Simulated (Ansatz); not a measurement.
Trial structure of MnSi₆, not yet relaxed:

```
Mn Si
1.0
     4.92162    0.00000    0.00000
     0.00000    4.92162    0.00000
     0.00000    0.00000    4.92162
Mn Si
1 6
Direct
  0.00000 0.00000 0.00000
  0.21000 0.50000 0.50000
  0.50000 0.21000 0.50000
  0.79000 0.50000 0.50000
  0.50000 0.79000 0.50000
  0.50000 0.50000 0.21000
  0.50000 0.50000 0.79000
```

Method: Ansatz 0.2.0, DFT PBE, scalar-relativistic, plane waves, PAW. Cutoff 420 eV; k points 4×4×4 on the computed 7-atom cell (Γ-centred); Gaussian smearing, width 0.10 eV; collinear spin from starting moments 4.0 0.0 0.0 0.0 0.0 0.0 0.0 μB.

The zero of energy is the elements' standard structures at the same level; no fitted shifts are applied.

Problem. Estimate its pressure, forces and energy as it stands.

Solution. The pressure is 64.7 GPa (it wants to expand), the largest force is 10.60 eV/Å, and the energy is +2.75 eV/atom against the elements. The shortest distance is 2.02 Å.

Problem. How much does it gain on relaxing, and where does it end?

Solution. Relaxing gains about 1.5 eV/atom (the start's value is from the coarse mesh, so the gain is rough) in 22 ionic steps and ends at +1.21 eV/atom on the finer mesh. The symmetry stays Pm-3m (No. 221). The volume per atom grows by 82.4 %, from 17.0 to 31.1 Å³. The shortest distance goes from 2.02 Å (Si–Si) to 2.46 Å (Si–Si). Conventional cell: a = 6.014 Å. Mn has 24 Si at 4.44 Å (long against covalent radii, as for large ions); Si is surrounded by 5 Si at 2.46–2.53 Å, 1 Si at 3.48 Å and 4 Mn at 4.44 Å.

The last run used collinear spin, a 6×6×6 mesh for its 7-atom cell and Gaussian smearing of 0.10 eV. Another magnetic order may lie lower. The relaxation can't lower the symmetry of the start. Symmetry constrained the relaxation, so the result can be a saddle point.
